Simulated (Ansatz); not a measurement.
This run works on a generated trial structure, not on a known crystal.

Input and command of a plane-wave DFT calculation in Ansatz:

```yaml
crystal:
  lattice:
    - [3.6517348439, 0.0, 0.0]
    - [0.0, 3.6517348439, 0.0]
    - [0.0, 0.0, 5.2689262686]
  atoms:
    - { symbol: Dy, position: [0.0, 0.5, 0.7649600365] }
    - { symbol: Dy, position: [0.5, 0.0, 0.2350399635] }
    - { symbol: H, position: [0.0, 0.0, 0.0] }
basis:
  ecutwfc: 630
kpoints:
  mp_grid: { grid: [10, 10, 8] }
hamiltonian:
  xc: pbe
  pseudopotentials:
    kind: paw
    azcp: { Dy: "pseudopotentials/pbe/nc/lanthanide_3plus/Dy.nc.azcp" }
scf:
  occupations: { method: gaussian, width: 0.1 }
output:
  forces: true
  stress: true
  eigenvalues: true
relax:
  adjacent_minimum: "off"
  f_tol: 0.01
  max_steps: 30
  cell: { stress_tol: 0.1, fix: [volume] }
```

```bash
ansatz run input.yaml --threads 1 --pin off --max-ram 2816MiB --backend cpu --events-out ev --progress --plain --runs-dir out
```

Processor: Intel(R) Xeon(R) Platinum 8259CL CPU @ 2.50GHz (Skylake/Cascade Lake), 1 thread, on a host shared with other jobs.

How long does it run, and how much memory does it take?

About 2.3 min, peak memory 0.5 GiB. It solves 16 bands at 105 k points (after reduction by symmetry) with about 2517 plane waves, in 25 SCF iterations over 4 ionic steps.

With its 4f electrons in the core of a norm-conserving potential, the lanthanide is trivalent by construction, without f bands, f moments or other valences.
